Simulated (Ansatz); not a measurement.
A geometry of Ti$_{3}$Al away from equilibrium: step 2 of the relaxation of a relaxed Ti3Al cell, doubled along one cell vector, shaken by Gaussian noise of σ = 0.08 Å a coordinate. These are PBEsol (plane waves to 420 eV, PAW, scalar-relativistic; Ansatz, an electronic-structure program) values and carry that method's errors. Γ-centred k-mesh 14×7×3 on the run's cell (coarser than for final values), Fermi–Dirac smearing 0.05 eV. The plane waves were selected for a different cell earlier on the path.

```yaml
crystal:
  lattice:
    - [2.72791, 0.00740, 0.01791]
    - [-2.71510, 4.68754, -0.02067]
    - [0.07009, -0.00622, 10.38417]
  atoms:
    - { symbol: Al, position: [0.03428, 0.03207, 0.49730] }
    - { symbol: Al, position: [0.98224, 0.53705, 0.49748] }
    - { symbol: Ti, position: [0.00436, 0.97886, 0.00014] }
    - { symbol: Ti, position: [0.99387, 0.48178, 0.00014] }
    - { symbol: Ti, position: [0.00122, 0.99404, 0.24443] }
    - { symbol: Ti, position: [0.01427, 0.48885, 0.25442] }
    - { symbol: Ti, position: [0.04031, 0.01890, 0.74510] }
    - { symbol: Ti, position: [0.05918, 0.52680, 0.75625] }
```

### Question
What forces act on the atoms (eV/Å)?

### Answer
```
atom     Fx     Fy     Fz
----  -----  -----  -----
Al1   -0.43   0.49  -0.45
Al2   -0.11   0.13   0.86
Ti3   -0.04  -0.15  -0.75
Ti4    0.04  -0.26   0.64
Ti5    0.13  -0.26   0.50
Ti6    0.11  -0.12  -0.39
Ti7    0.18   0.20   0.30
Ti8    0.12  -0.03  -0.71
```

The path ends in R3m (No. 160). No spin polarisation in the result.

The end of the path is a generated cell of Ti3Al: the first start was made by a random draw of sites in a space group, and the end was not matched to a known phase here, so it may be hypothetical. Known forms of Ti3Al include space group No. 194.
